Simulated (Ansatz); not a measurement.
The elements of this relaxed trial crystal are hidden behind letters.

```
lattice vectors (Å)
   3.2610    1.8828    4.6195
  -3.2610    1.8828    4.6195
   0.0000   -3.7655    4.6195
fractional positions
X 0.5000 0.5000 0.5000
X 0.0000 0.0000 0.0000
Z 0.7500 0.7500 0.7500
Z 0.2500 0.2500 0.2500
Q 0.8535 0.2500 0.6465
Q 0.6465 0.8535 0.2500
Q 0.2500 0.6465 0.8535
Q 0.1465 0.7500 0.3535
Q 0.3535 0.1465 0.7500
Q 0.7500 0.3535 0.1465
```

All numbers below come from Ansatz 0.2.0, DFT PBE, scalar-relativistic, plane waves, PAW. Cutoff 420 eV, Γ-centred 6×6×6 mesh (10-atom cell), Gaussian smearing of 0.10 eV, no spin polarisation.

| Item | Value |
| --- | --- |
| Space group | R-3c (No. 167) |
| Conventional cell | a = 6.522 Å, c = 13.858 Å |
| Volume per atom | 17.02 Å³ |
| Density | 4.25 g/cm³ |
| Formation energy | −0.06 eV/atom |
| Gap on the 6×6×6 mesh of the 10-atom cell | 0 eV (a metal) |

Energies are uncorrected and count from the elements' standard states at the same level.

Question: X is an s-block element of period 2, Z is a d-block element of period 5 and Q is a p-block element of period 3. Which elements are they?

Answer: X = Be, Z = Cd, Q = S, so the formula is BeCdS3. Density times volume gives a mean mass of 4.25 × 17.02/1.6605 = 43.6 u per atom, and this set has 43.5 u. Among the elements that the hints allow, noble gases aside, only these give it. Be is surrounded by 6 S at 2.31 Å; Cd is surrounded by 3 S at 2.59 Å and 6 S at 3.06 Å; S is surrounded by 2 Be at 2.31 Å and 1 Cd at 2.59 Å.

A structure relaxed within its symmetry needn't be a true minimum.
